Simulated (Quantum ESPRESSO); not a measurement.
Si2PO5N, convergence and cost over cutoff and k mesh

Simulated, not a measurement. The program is pw.x of Quantum ESPRESSO 7.5 (plane-wave density functional theory). The cell is made up: 9 atoms on a quartz lattice, with randomly drawn elements, strain and displacements, not relaxed. PseudoDojo standard norm-conserving files (v0.5 for PBE, v0.4.1 for LDA and PBEsol) set the functional; there is no spin polarisation, spin-orbit coupling or dispersion term, and the masses in the input are unused placeholders.

Input of the run in row 4:

```
&control calculation='scf', pseudo_dir='./dojo.nc.sr.pbe.v0_5.standard.upf', outdir='./o', disk_io='low', tprnfor=.true., tstress=.true. /
&system ibrav=0, nat=9, ntyp=4, nbnd=30, ecutwfc=84.00895049, nosym=.true., tot_charge=0,
 occupations='smearing', smearing='fd', degauss=0.0018374661
/
&electrons conv_thr=7.350e-09, electron_maxstep=60, /
ATOMIC_SPECIES
N 1.0 N.upf
O 1.0 O.upf
P 1.0 P.upf
Si 1.0 Si.upf
CELL_PARAMETERS angstrom
5.1131 0.0 0.0
-2.5565 4.4281 0.0
0.0 0.0 5.6432
ATOMIC_POSITIONS angstrom
Si 2.4396 -0.0272 3.7645
Si -1.1747 2.0319 1.8329
P 1.3356 2.3477 0.0053
O 1.3536 1.1925 4.4507
O 3.3558 0.6504 2.5251
O 2.852 2.6242 0.5621
O 0.3091 1.8056 1.205
O -1.1192 3.2607 3.1355
N 0.8451 3.7413 5.0238
K_POINTS automatic
5 5 4 1 1 1
```

The same cell was run at these settings. Meshes are shifted by half a step, and differences are from the last row, which is itself not exact.

| cutoff (eV) | k mesh | k points solved | threshold (eV) | free energy less the last row's (eV) | pressure (GPa) | largest stress difference (GPa) | largest force difference (eV/Å) | iterations | wall time (s) | k-point pools | processor |
| --- | --- | --- | --- | --- | --- | --- | --- | --- | --- | --- | --- |
| 800 | 2 x 2 x 2 | 4 | 1e-04 | 0.793 | -23.82 | 6.98 | 0.039 | 8 | 8 | 4 | AMD EPYC, Zen 5 class |
| 1143 | 1 x 1 x 1 | 1 | 1e-07 | -0.022 | -16.86 | 1.78 | 0.842 | 12 | 11 | 4 | AMD EPYC, Zen 5 class |
| 670 | 5 x 5 x 4 | 50 | 1e-07 | 3.729 | -38.84 | 22.08 | 0.059 | 12 | 25 | 4 | AMD EPYC, Zen 5 class |
| 1143 | 5 x 5 x 4 | 50 | 1e-07 | 0.002 | -16.93 | 0.02 | 0.001 | 12 | 48 | 4 | AMD EPYC, Zen 5 class |
| 1437 | 7 x 7 x 6 | 147 | 1e-07 | 0.000 | -16.91 | 0.00 | 0.000 | 13 | 252 | 4 | AMD EPYC, Zen 5 class |

Each pool is one process. Wall times include start-up and a band step at six k points, which weighs most on the coarsest meshes. The runs were on shared virtual cores whose load varied, so times are rough.